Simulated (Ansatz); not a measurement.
# NbB₂: enthalpy under pressure, worked through

Computed with DFT PBEsol, scalar-relativistic, plane waves, PAW in Ansatz 0.2.0. (420 eV cutoff, 15×15×12 k-mesh, Gaussian smearing of 0.10 eV, no spin polarisation)

Starting point, cell and atoms relaxed:

```xyz
3
Lattice="3.0944 0.0000 0.0000 -1.5472 2.6799 0.0000 0.0000 0.0000 3.2915" Properties=species:S:1:pos:R:3 pbc="T T T"
Nb    0.0000    0.0000    0.0000
B     0.0000    1.7866    1.6458
B     1.5472    0.8933    1.6458
```

Cell and atoms were relaxed at each target pressure within the start's symmetry (P6/mmm), at zero temperature; other phases can be more stable under pressure. H = E + PV with P the target; E is the free energy at the smearing used, whose derivative the pressure is, per atom and counted from zero pressure. The mesh named is that at zero pressure; some other pressures ran on another.

| P (GPa) | V (Å³/atom) | E − E0 (meV) | H − H0 (meV) |
| --- | --- | --- | --- |
| 0 | 9.099 | 0.0 | 0.0 |
| 1 | 9.068 | 0.1 | 56.7 |
| 4 | 8.981 | 1.5 | 225.7 |
| 12 | 8.768 | 12.0 | 668.7 |
| 25 | 8.467 | 46.4 | 1367.6 |
| 50 | 8.002 | 153.8 | 2650.9 |
| 90 | 7.445 | 393.9 | 4575.9 |

Question: Thermodynamics gives dH/dP = V along a relaxed path. Integrate V over P by the trapezoid rule and compare with the computed enthalpies.

Answer: With 1 eV/Å³ = 160.22 GPa, each step adds the mean volume times ΔP / 160.22:
```csv
P (GPa),∫V dP (meV),H − H0 (meV),difference (meV)
1,56.7,56.7,0.0
4,225.7,225.7,0.0
12,668.8,668.7,0.1
25,1368.0,1367.6,0.4
50,2652.9,2650.9,2.0
90,4581.1,4575.9,5.2
```

V(P) curves upward, so the trapezoid rule runs high; integrating a smooth curve through the same points puts that excess at about 5.7 meV at 90 GPa, against the 5.2 meV found.

Question: At 90 GPa, how much of the enthalpy change is stored energy and how much is the PV term?

Answer: E rises by 394 meV/atom and PV is 90 × 7.445 / 160.22 = 4182 meV/atom, so PV makes 91 % of ΔH. So between rival structures at high pressure a small difference in volume can outweigh the difference in energy: 1 % of this volume is worth 41.8 meV/atom at this pressure.

Question: What bulk modulus do the lowest pressures give, and how is the compression shared among the axes?

Answer: From the pressures that the runs reached, -1.01 GPa (9.129 Å³) and 1.00 GPa (9.068 Å³), B = −ΔP/Δln V = 2.01 / 0.0067 = 301 GPa, a mean over that range. The linear compressibilities −Δln(length)/ΔP are 0.99 along a, 0.99 along b, 1.34 along c (in TPa⁻¹). With fixed angles they add up to 1/B: 3.33 against 3.33. Softest: c, at 40 % of the volume change per axis.